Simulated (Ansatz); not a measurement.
One crystal and one scan (scan of one atom of the cell) at two levels, PBE (plane waves to 420 eV, PAW, scalar-relativistic; Ansatz, a program for electronic structure) and r2SCAN (plane waves to 500 eV, PAW, scalar-relativistic; Ansatz), each from its own relaxed cell and on its own mesh. The cell shown is that of PBE.

Starting cell, Ag (fcc, Cu type):

```yaml
crystal:
  lattice:
    - [4.14918, 0.00000, 0.00000]
    - [0.00000, 4.14918, 0.00000]
    - [0.00000, 0.00000, 4.14918]
  atoms:
    - { symbol: Ag, position: [0.00000, 0.00000, 0.00000] }
    - { symbol: Ag, position: [0.50000, 0.50000, 0.00000] }
    - { symbol: Ag, position: [0.50000, 0.00000, 0.50000] }
    - { symbol: Ag, position: [0.00000, 0.50000, 0.50000] }
```

Scan: atom 2 (Ag, nearest neighbour Ag at 2.934 Å; its periodic images, 4.1 Å or more away, move with it) is displaced along Cartesian [111], direction (0.577, 0.577, 0.577) in Cartesian axes, by s. The other atoms stay.

Energies are smeared free energies. Ag was relaxed with its symmetry unable to fall. The PAW data are Ansatz's earlier set. (PBE) On this mesh the relaxed cell isn't quite at rest: it carries a pressure of -0.1 GPa (compression positive) at the zero of the scan. (r2SCAN) On this mesh the relaxed cell isn't quite at rest: it carries a pressure of -0.1 GPa (compression positive) at the zero of the scan. With partly filled bands, energies and forces of such displacements shift with the k mesh and the smearing. Percentages come from the unrounded values. Both scans cover s from -0.290 to 0.290 Å.

```tsv
quantity	PBE	r2SCAN	PBE − r2SCAN
Lattice constant a (Å)	4.149	4.106	+0.043 (+1.1 %)
Energy at s = 0.290 Å (meV/cell)	209	227	-18 (-8 %)
Force along the line at s = -0.290 Å (eV/Å)	1.557	1.695	-0.138 (-8.1 %)
Force constant k = d²E/ds² at s = 0 (finite differences) (eV/Å²)	4.58	4.96	-0.38 (-7.6 %)
```

PBE gives the higher value for: lattice constant a. PBE gives the lower value for: energy at s = 0.290 Å; force along the line at s = -0.290 Å; force constant k = d²E/ds² at s = 0. Both give the same symmetry of the curve: even: the same for both signs. Neither level is exact: the differences show how much the result hangs on the functional.

ΔE (meV/cell), each from the undisplaced structure of its own level:

```json
[
 {"s (Å)": "-0.290", "PBE": "209", "r2SCAN": "227"},
 {"s (Å)": "-0.232", "PBE": "130", "r2SCAN": "141"},
 {"s (Å)": "-0.174", "PBE": "71", "r2SCAN": "77"},
 {"s (Å)": "-0.116", "PBE": "31", "r2SCAN": "34"},
 {"s (Å)": "-0.058", "PBE": "8", "r2SCAN": "8"},
 {"s (Å)": "0.000", "PBE": "0", "r2SCAN": "0"},
 {"s (Å)": "0.058", "PBE": "8", "r2SCAN": "8"},
 {"s (Å)": "0.116", "PBE": "31", "r2SCAN": "34"},
 {"s (Å)": "0.174", "PBE": "71", "r2SCAN": "77"},
 {"s (Å)": "0.232", "PBE": "130", "r2SCAN": "141"},
 {"s (Å)": "0.290", "PBE": "209", "r2SCAN": "227"}
]
```

(For displaced atoms, the force is minus the slope of the energy, and its curvature is a force constant, which sets phonon frequencies.)
